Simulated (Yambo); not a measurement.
# Bethe-Salpeter results for CsHF2

```
CsHF2
1.0
   -3.05630     3.05630     3.88883
    3.05630    -3.05630     3.88883
    3.05630     3.05630    -3.88883
H F Cs
2 4 2
Direct
  0.50000   0.00000   0.50000
  0.00000   0.50000   0.50000
  0.36801   0.86801   0.23602
  0.63199   0.13199   0.76398
  0.86801   0.63199   0.50000
  0.13199   0.36801   0.50000
  0.75000   0.75000   0.00000
  0.25000   0.25000   0.00000
```

The geometry is that of Materials Project entry mp-24668, symmetrised and not relaxed again.

BSE in Yambo on norm-conserving PBEsol (Quantum ESPRESSO, 84 Ry, no spin-orbit coupling) bands: 4×4×4 mesh, 14 valence and 9 conduction bands, static screening with 78 bands and a 3 Ry block, scissor 3.51 eV, Tamm-Dancoff; field along x.

| state | energy (eV) | states within 2 meV | relative strength | class | main transitions |
|---|---|---|---|---|---|
| 1 | 8.71 | 2 | < 0.01 | dark | several band pairs |
| 2 | 8.71 | 1 | < 0.01 | dark | VB → CB (60 %) |
| 3 | 8.82 | 1 | < 0.01 | dark | several band pairs |
| 4 | 9.07 | 2 | 1.00 | strong | several band pairs |
| 5 | 9.26 | 1 | < 0.01 | dark | several band pairs |
| 6 | 9.44 | 2 | 0.12 | strong | several band pairs |

These are vertical excitations (zero momentum). The direct quasiparticle gap on this mesh is 10.08 eV; counted from there, state 1 is bound by 1.37 eV. On a 2×2×2 mesh the same difference is 1.86 eV, so it isn't converged.

Spin singlets only. Strengths are relative to the strongest of the lowest states of this run; strong means a line over 3 % of the spectrum's maximum, dark under 0.03 %. Absolute energies carry the error of the G0W0 scissor, whose convergence isn't established; the long-wavelength screening was taken along (1,1,1) although the crystal is anisotropic.

The structure is a Materials Project entry; no match was found in the copy of COD used, and its stability was not checked.
